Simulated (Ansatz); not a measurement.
ZrS: moving Zr off its site

ZrS, Fm-3m, a = 5.250 Å (as given, not relaxed at this level: -2.0 GPa). The structure is a COD entry; whether it is the stable form wasn't checked. Ansatz: r2SCAN, PAW, 500 eV, Γ-centred 16×16×16 mesh on 2 atoms, Gaussian smearing 0.15 eV; no spin polarisation.

```xyz
2
Lattice="0.0000 2.6250 2.6250 2.6250 0.0000 2.6250 2.6250 2.6250 0.0000" Properties=species:S:1:pos:R:3 pbc="T T T"
Zr    0.0000    0.0000    0.0000
S     2.6250    2.6250    2.6250
```

Atom 1 (Zr) moves by x along the unit vector (0.000, 0.000, -1.000), with its periodic images; all else is held. y is the free energy of the cell over the start, F the force along the path summed over the moved atoms. Symmetry makes y even in x.

```tsv
x (Å)	y (meV)	F (eV/Å)
-0.3000	286.7	2.41
-0.1500	57.0	0.82
0.0000	0.0	0.00
0.0375	3.3	-0.17
0.0750	?	?
0.1125	30.8	-0.58
0.1875	93.2	-1.12
0.2250	141.9	-1.49
0.2625	205.9	-1.92
```

Q: Fit y = c2 x² + c4 x⁴ to the energies of the other rows, give the force constant, and predict energy and force of the missing row.

A: Least squares on the rows shown. y = 2314.3 x² + 9700.5 x⁴. The force constant is 2 c2 = 4.63 eV/Å², for the cell as given, at -2.0 GPa (for all images moving together, not for a lone atom). With two atoms in a cubic cell this is the optical mode at Γ (in a metal it hangs on mesh and smearing): ω = 521.5 √(2 c2/μ) = 230 cm⁻¹ for μ = 23.72 u. The force −dy/dx at the missing row is -0.36 eV/Å (computed -0.36). At x = 0.0750 the fit asked for gives 13.3 meV. The run gave 13.2 meV, so the fit is 0.1 meV too high, within the rms miss on the fitted rows (0.2 meV).